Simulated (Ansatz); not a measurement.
Polymorphs of Ga, each relaxed with LDA (plane waves, PAW; program Ansatz):

A: P2_1/m, a = 2.701 Å, b = 3.260 Å, c = 4.152 Å, α = 90.00°, β = 108.85°, γ = 90.00°

B: α-Ga (Cmce), a = 4.4247 Å, b = 7.4924 Å, c = 4.4334 Å, α = β = γ = 90.00°

C: body-centred tetragonal (I4/mmm), a = b = 2.773 Å, c = 4.449 Å, α = β = γ = 90.00°

D: Cmcm, a = 7.5377 Å, b = 4.5117 Å, c = 4.5035 Å, α = 90.00°, β = 90.00°, γ = 90.00°

**Question.** Rank these by energy per atom at 0 K (lowest first), as LDA gives it.

**Answer.** B (+0 meV/atom), D (+18 meV/atom), A (+23 meV/atom), C (+45 meV/atom)

Not the usual ambient phase: A; C; D. All cells were relaxed under the symmetry of their starts (and spin orders); stability against distortions was not tested throughout. Scalar-relativistic: spin–orbit coupling is off unless named, which matters more the heavier the elements.

Energies hold the estimated change up to a 700 eV cutoff; steps of a few meV lie near the error of the meshes.

Potentials: the earlier of the program's two PAW sets. The files were generated under PBE; for other functionals the program regenerates the frozen cores, and for LDA and PBEsol the local potential too.
